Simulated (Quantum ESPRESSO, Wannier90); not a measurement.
**GaSb (zinc blende): Wannier90 run**

```
begin unit_cell_cart
ang
    0.0000000000    3.0686050000    3.0686050000
    3.0686050000    0.0000000000    3.0686050000
    3.0686050000    3.0686050000    0.0000000000
end unit_cell_cart
begin atoms_frac
Ga   0.0000000000  0.0000000000  0.0000000000
Sb   0.2500000000  0.2500000000  0.2500000000
end atoms_frac
```

Structure: Materials Project mp-1156, symmetrised, not relaxed again. COD (Crystallography Open Database) has an entry of this formula and space group (matched by these alone). Method: PBEsol plane waves in Quantum ESPRESSO 7.5 (PseudoDojo norm-conserving files, 64 Ry, spinors with spin-orbit coupling), Bloch states on a 6×6×6 mesh through Γ, Wannier90 4.0.1. Density: 10×10×10 mesh, cold smearing 0.01 Ry. With spin-orbit coupling a semilocal functional can close or falsely invert a small gap; the band order was not checked against a better method.

A tight-binding model is made by disentanglement and projection with no localisation steps (num_iter = 0), so the 16 orbitals stay atom-like: hydrogen-like Ga: s;p; Sb: s;p, axes along x, y, z; frozen window up to 3.00 eV relative to the Fermi level. It follows pw.x to 13 meV rms for states up to 1.0 eV relative to the Fermi level. Matrix elements depend on this choice of orbitals and windows.

### Question
What are the on-site energies relative to the Fermi level, and how fast do the hoppings decay?

### Answer
```csv
atom,orbitals,energy (eV)
Ga1,s↑ s↓,-3.93
Ga1,pz↑ pz↓ px↑ px↓ py↑ py↓,2.02
Sb2,s↑ s↓,-7.13
Sb2,pz↑ pz↓ px↑ px↓ py↑ py↓,0.43
```

| distance of the centres (Å) | largest modulus (eV) |
|---|---|
| 2–3 | 1.3 |
| 4–5 | 0.39 |
| 5–6 | 0.047 |
| 6–7 | 0.11 |
| 7–8 | 0.029 |
| 8–9 | 0.026 |
| 9–10 | 0.0100 |

Effective spin-orbit constants λ of λ L·S, from the same-site elements px↑–py↑ (λ/2) and dx2-y2↑–dxy↑ (λ), where they are among the larger elements: Sb2 p 0.46 eV.
